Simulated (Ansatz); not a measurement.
Sr$_{2}$ZrTiO$_{6}$:
```yaml
crystal:
  lattice:
    - [4.03105, 0.00000, 0.00000]
    - [0.00000, 4.03105, 0.00000]
    - [0.00000, 0.00000, 7.99493]
  atoms:
    - { symbol: Sr, position: [0.00000, 0.00000, 0.76418] }
    - { symbol: O, position: [0.50000, 0.50000, 0.76172] }
    - { symbol: Ti, position: [0.50000, 0.50000, 0.00000] }
    - { symbol: O, position: [0.50000, 0.00000, 0.00000] }
    - { symbol: O, position: [0.00000, 0.50000, 0.00000] }
    - { symbol: Sr, position: [0.00000, 0.00000, 0.23582] }
    - { symbol: O, position: [0.50000, 0.50000, 0.23828] }
    - { symbol: Zr, position: [0.50000, 0.50000, 0.50000] }
    - { symbol: O, position: [0.50000, 0.00000, 0.50000] }
    - { symbol: O, position: [0.00000, 0.50000, 0.50000] }
```

Relaxed with PBEsol. Special points in fractions of this cell's reciprocal vectors: Γ (0.000, 0.000, 0.000); X (0.000, 0.500, 0.000); M (0.500, 0.500, 0.000); Z (0.000, 0.000, 0.500); R (0.000, 0.500, 0.500); A (0.500, 0.500, 0.500).

Q: List the band energies nearest the valence-band maximum at these points for the program Ansatz at the PBEsol with spin–orbit coupling level (PAW).

A: In eV from the valence-band maximum; about four levels below and three above (degenerate sets whole), none deeper than 8.9 eV; points with the same levels are listed once.

```tsv
k	below	above
Γ	-0.28 -0.28 -0.19 -0.19	1.84 1.84 2.39 2.39
X	-0.40 -0.40 -0.09 -0.09	2.60 2.60 3.50 3.50
M	-0.03 -0.03 0.00 0.00	3.92 3.92 3.93 3.93
Z	-0.37 -0.37 -0.24 -0.24	1.85 1.85 3.05 3.05
R	-0.52 -0.52 -0.42 -0.42	3.12 3.12 3.49 3.49
A	-0.17 -0.17 -0.01 -0.01	3.91 3.91 3.92 3.92
```

Space group P4/mmm. The start of the workflow was typed in or built on a structure type; neither database checked (COD, Materials Project) lists it. Its standing as an ambient phase is unchecked. The cell was relaxed with PBEsol under the symmetry of its start. At this level the phase is dynamically unstable (imaginary phonons). The workflow began spin-polarised and lost its moments.

Potentials: the earlier of the program's two PAW sets. The files were generated under PBE; for other functionals the program regenerates the frozen cores, and for LDA and PBEsol the local potential too.
